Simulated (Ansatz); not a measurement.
Lu (hcp (Mg type), space group No. 194) at seven volumes, r²SCAN+D4 (plane waves, PAW; program Ansatz), shape and atoms relaxed at each. One row is withheld.

```
V (Å³/atom)  P (GPa)
-----------  -------
26.218          5.14
27.083          3.19
27.947          1.49
28.811          0.00
29.676         -1.32
30.540         -2.49
31.404             ?
```

Fit the shown pressures and predict the withheld one.

P = (3/2)B₀(x^(7/2) − x^(5/2))[1 + (3/4)(B′ − 4)(x − 1)] with x = (V₀/V)^(2/3). Least squares on the six rows gives V₀ = 28.808 Å³/atom, B₀ = 46.8 GPa, B′ = 3.26. At V = 31.404, x = 0.9441 and P = -3.50 GPa. The run itself gave -3.51 GPa.

Space group P6_3/mmc (hcp (Mg type)). The r²SCAN+D4 relaxation kept the symmetry of its start. The pairwise dispersion correction was not fitted to metals. Spin–orbit coupling is left out wherever it is not named.

Potentials: the later of the program's two PAW sets.
